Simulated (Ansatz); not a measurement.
The calculation used DFT PBE, scalar-relativistic, plane waves, PAW in Ansatz 0.2.0. Several structures of La₂SnO from a search were relaxed, and the powder pattern of one of them was computed from 10° to 70° in 2θ (λ = 1.5406 Å).

Cu Kα1 powder pattern (kinematic, no thermal factors).
```csv
2θ (°),relative intensity
21.75,3
27.43,5
28.00,100
30.95,12
31.57,32
34.71,42
35.28,32
41.82,4
42.22,4
44.80,1
47.18,3
47.98,10
48.85,21
49.90,10
52.92,23
55.44,21
56.62,6
57.49,1
57.88,1
58.96,1
62.88,15
63.61,4
64.49,5
64.85,3
65.93,3
66.73,1
68.14,12
68.93,6
```

Question: Which structure gives it?
A.

Space group P6_3/mmc (No. 194). a = 3.788 Å, b = 3.788 Å, c = 16.008 Å, α = 90.00°, β = 90.00°, γ = 120.00°
```json
{"atom": "La", "site": "4f", "symmetry": "3m.", "x": "0.6667", "y": "0.3333", "z": "0.9127"}
{"atom": "Sn", "site": "2d", "symmetry": "-6m2", "x": "0.6667", "y": "0.3333", "z": "0.2500"}
{"atom": "O", "site": "2a", "symmetry": "-3m.", "x": "0.0000", "y": "0.0000", "z": "0.0000"}
```

B.

Space group I4/mcm (No. 140). a = 8.167 Å, b = 8.167 Å, c = 6.497 Å, α = 90.00°, β = 90.00°, γ = 90.00°
```json
{"atom": "La", "site": "8h", "symmetry": "m.2m", "x": "0.1515", "y": "0.6515", "z": "0.5000"}
{"atom": "Sn", "site": "4a", "symmetry": "422", "x": "0.0000", "y": "0.0000", "z": "0.2500"}
{"atom": "O", "site": "4b", "symmetry": "-42m", "x": "0.0000", "y": "0.5000", "z": "0.7500"}
```

C.

Space group P4/mmm (No. 123). a = 5.019 Å, b = 5.019 Å, c = 4.469 Å, α = 90.00°, β = 90.00°, γ = 90.00°
```tsv
atom	site	symmetry	x	y	z
La	2e	mmm.	0.5000	0.0000	0.5000
Sn	1c	4/mmm	0.5000	0.5000	0.0000
O	1b	4/mmm	0.0000	0.0000	0.5000
```

Answer: B. Its strongest line, at 2θ = 28.00°, has d = λ/(2 sin θ) = 3.184 Å and is the (2 1 1) reflection of the conventional I4/mcm cell with a = 8.167 Å, c = 6.497 Å. The others have their strongest lines at 32.0° (P6_3/mmc); 32.2° (P4/mmm). In energy it is the lowest of those shown.

These are computed cells and needn't be stable.
